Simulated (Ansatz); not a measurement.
Data:

Nb2B3:
Space group Cmcm (No. 63); a = 3.307 Å, b = 19.491 Å, c = 3.128 Å, α = 90.00°, β = 90.00°, γ = 90.00°

```json
[
 {"atom": "Nb", "site": "4c", "symmetry": "m2m", "x": "0.0000", "y": "0.5689", "z": "0.2500"},
 {"atom": "Nb", "site": "4c", "symmetry": "m2m", "x": "0.0000", "y": "0.2975", "z": "0.2500"},
 {"atom": "B", "site": "4c", "symmetry": "m2m", "x": "0.0000", "y": "0.0229", "z": "0.7500"},
 {"atom": "B", "site": "4c", "symmetry": "m2m", "x": "0.0000", "y": "0.1157", "z": "0.7500"},
 {"atom": "B", "site": "4c", "symmetry": "m2m", "x": "0.0000", "y": "0.1651", "z": "0.2500"}
]
```
(The calculation used a cell of 10 atoms; values per cell refer to that cell.)

This is the r²SCAN-relaxed structure.

Q: All from DFT-r²SCAN in the program Ansatz with PAW potentials, unless another level is named. Estimate the electronic character.

A: metallic (no gap).

Q: Give the formation energy from the elements (no fitted shifts).

A: -79 kJ/mol of atoms.

Q: What about the density of states at the Fermi level?

A: 0.27 states/eV per atom (mean over ±0.08 eV).

The first step of the workflow began from a Materials Project structure, measured or hypothetical; the Crystallography Open Database copy checked does not list it. Its standing as an ambient phase is unchecked. The r²SCAN relaxation kept the symmetry of its start; its stability against distortions is not shown here. No spin polarisation was allowed. The references are the lowest solids computed at this level, not always the standard phases. Spin–orbit coupling is left out wherever it is not named.

Potentials: the later of the program's two PAW sets.
